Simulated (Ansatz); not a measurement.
## CaLu4In3Co16: frames of a relaxation, Ca_In, charge +0, atoms relaxed at the host's cell

Level of theory: PBEsol, collinear spin, scalar-relativistic; Ansatz, plane waves to 420 eV (PAW set soft_2), k-mesh 3×3×3.

Positions in Å and forces in eV/Å; free energies count from the last frame.

```
24
Lattice="6.880 0.000 0.000 0.000 -6.880 0.000 0.000 0.000 -6.880" Properties=species:S:1:pos:R:3:forces:R:3 pbc="T T T" step=1 dE=0.561eV
Co    4.315   -0.842   -0.926   -0.306   -0.070    1.202
Co    0.862   -4.303   -0.862   -0.294    0.275    0.313
Co    0.861   -0.896   -4.241   -0.323    0.162   -0.319
Co    4.280   -4.265   -4.333    0.258   -0.069    0.203
Co    2.615   -5.955   -0.895   -0.147   -0.550    0.920
Co    6.018   -2.578   -0.862   -0.057   -0.054    0.053
Co    6.021   -6.051   -4.283    0.311    0.326   -0.181
Co    2.671   -2.566   -4.355   -0.830   -0.297    0.226
Co    2.507   -0.853   -6.026    0.448    0.074   -0.314
Co    6.018   -4.303   -6.018    0.071    0.010    0.085
Co    5.947   -0.817   -2.512    1.078   -0.291   -0.448
Co    2.502   -4.359   -2.545    0.761    1.095   -0.584
Co    4.318   -5.927   -6.081   -0.083   -0.653    0.179
Co    0.862   -2.578   -6.018   -0.007    0.020    0.075
Co    0.879   -5.980   -2.529   -0.731   -0.528   -0.432
Co    4.257   -2.508   -2.620    0.297   -1.028    0.392
Ca    3.466   -6.897   -3.391   -0.400    0.484   -0.839
In    0.000   -3.440   -3.440   -0.089    0.075   -0.018
In    0.000   -6.880    0.000    0.018    0.055    0.080
In    3.440   -3.440    0.000    0.008    0.245   -0.208
Lu    1.720   -1.720   -1.720   -0.275   -0.129    0.127
Lu    5.160   -5.160   -1.720    0.186    0.670   -0.093
Lu    5.160   -1.720   -5.160    0.217    0.180   -0.397
Lu    1.720   -5.160   -5.160   -0.112   -0.004   -0.020
```

```
24
Lattice="6.880 0.000 0.000 0.000 -6.880 0.000 0.000 0.000 -6.880" Properties=species:S:1:pos:R:3:forces:R:3 pbc="T T T" step=2 dE=0.256eV
Co    4.326   -0.855   -0.897   -0.331    0.177    0.512
Co    0.856   -4.303   -0.850   -0.099    0.113    0.212
Co    0.846   -0.884   -4.279   -0.246    0.014   -0.113
Co    4.289   -4.269   -4.322    0.210    0.158    0.010
Co    2.597   -5.978   -0.856    0.032   -0.407    0.474
Co    6.023   -2.582   -0.847   -0.051    0.070   -0.036
Co    6.044   -6.030   -4.286    0.168    0.203   -0.097
Co    2.631   -2.594   -4.319   -0.479   -0.199    0.067
Co    2.534   -0.887   -6.027    0.228    0.134   -0.363
Co    6.014   -4.307   -6.010    0.035    0.024    0.104
Co    5.980   -0.844   -2.526    0.506    0.003   -0.344
Co    2.520   -4.343   -2.530    0.454    0.784   -0.418
Co    4.322   -5.964   -6.055   -0.052   -0.232   -0.214
Co    0.862   -2.586   -6.010    0.031   -0.001    0.100
Co    0.869   -5.986   -2.536   -0.554   -0.343   -0.239
Co    4.277   -2.553   -2.592    0.091   -0.318    0.077
Ca    3.427   -6.849   -3.503    0.130   -0.175    0.445
In   -0.012   -3.422   -3.441    0.046    0.075   -0.234
In    0.009   -6.872    0.010   -0.059    0.174   -0.181
In    3.442   -3.418   -0.014   -0.115   -0.025    0.088
Lu    1.675   -1.741   -1.705    0.297    0.221   -0.110
Lu    5.183   -5.070   -1.726   -0.153   -0.585    0.062
Lu    5.180   -1.699   -5.218   -0.050   -0.155    0.312
Lu    1.704   -5.162   -5.161   -0.036    0.288   -0.114
```

```
24
Lattice="6.880 0.000 0.000 0.000 -6.880 0.000 0.000 0.000 -6.880" Properties=species:S:1:pos:R:3:forces:R:3 pbc="T T T" step=5 dE=0.000eV
Co    4.317   -0.870   -0.819    0.001   -0.001    0.016
Co    0.859   -4.293   -0.864    0.006   -0.006   -0.005
Co    0.814   -0.870   -4.321   -0.015   -0.001   -0.002
Co    4.317   -4.248   -4.321    0.003    0.015   -0.003
Co    2.556   -5.989   -0.819   -0.001    0.001    0.015
Co    6.014   -2.567   -0.864   -0.006    0.006   -0.005
Co    6.059   -5.989   -4.322    0.014    0.001   -0.001
Co    2.556   -2.612   -4.322   -0.001   -0.014    0.000
Co    2.556   -0.870   -6.063   -0.001   -0.001   -0.017
Co    6.014   -4.293   -6.018   -0.006   -0.005    0.006
Co    6.058   -0.871   -2.560    0.017   -0.001    0.001
Co    2.556   -4.248   -2.560   -0.001    0.017    0.002
Co    4.317   -5.989   -6.063    0.002    0.002   -0.015
Co    0.859   -2.567   -6.018    0.005    0.006    0.006
Co    0.815   -5.989   -2.560   -0.016    0.001    0.001
Co    4.317   -2.612   -2.560    0.000   -0.017    0.000
Ca    3.437   -6.870   -3.441    0.000    0.000    0.000
In   -0.004   -3.430   -3.441    0.000    0.000    0.001
In   -0.004   -6.870   -0.001    0.000   -0.001    0.000
In    3.436   -3.430   -0.001    0.001    0.000    0.000
Lu    1.712   -1.715   -1.716   -0.011   -0.010    0.010
Lu    5.162   -5.145   -1.716    0.010    0.011    0.010
Lu    5.162   -1.715   -5.166    0.009   -0.010   -0.010
Lu    1.711   -5.145   -5.166   -0.010    0.009   -0.011
```
